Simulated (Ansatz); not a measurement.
BN

```
CELL_PARAMETERS angstrom
2.53600 0.00000 0.00000
-1.26800 2.19624 0.00000
0.00000 0.00000 4.19900
ATOMIC_POSITIONS crystal
B 0.66667 0.33333 0.00000
B 0.33333 0.66667 0.50000
N 0.66667 0.33333 0.37500
N 0.33333 0.66667 0.87500
```

Atoms are numbered in the order listed.

Conventional cell: a = 2.536 Å, b = 2.536 Å, c = 4.199 Å, α = 90.00°, β = 90.00°, γ = 120.00°. Around B (atom 1) lie 4 N at 1.56 to 1.57 Å. N (atom 3) has 4 B at 1.56 to 1.57 Å as nearest neighbours.

The cell comes from COD entry 9011660, which wasn't checked; take it as a given geometry. Its inner coordinates are ideal values, not refined ones.

Levels of theory: DFT, PBE, all-electron LAPW, scalar-relativistic (Ansatz 0.2.0); DFT, PBE, PAW with Ansatz's default frozen-core files, scalar-relativistic (Ansatz 0.2.0).

For LAPW: a Γ-centred 11×11×6 k mesh, Fermi–Dirac smearing of 0.02 eV, basis error target 1 meV/atom, no spin polarisation. PAW takes a cutoff of 420 eV at this cell. The Ansatz runs share mesh, smearing and spin set-up. Values come from LAPW unless marked.

* Pressure at this cell: 7.99 GPa
* Volume per atom: 5.85 Å³

**Question.** Smallest direct gap on the path: what does the calculation give?

**Answer.** 8.36 eV.

**Question.** Stress xx, yy, zz (compression positive): what does the calculation give?

**Answer.** 8.37, 8.37, 7.22 GPa.

**Question.** Give the computed value. Löwdin charges (with 0.06 e of the cell spilling out of the atomic basis, so their sizes and signs hang on that basis).

**Answer.** B1 0.35, N3 -0.33 e.

**Question.** Largest force: what does the calculation give?

**Answer.** 0.055 eV/Å on N3.

**Question.** Bader charges (from the PAW run): what does the calculation give?

**Answer.** B1 +2.17, N3 -2.17 e.

**Question.** Band gap: what does the calculation give?

**Answer.** 5.21 eV, indirect from Γ to K (0.333, 0.333, 0).
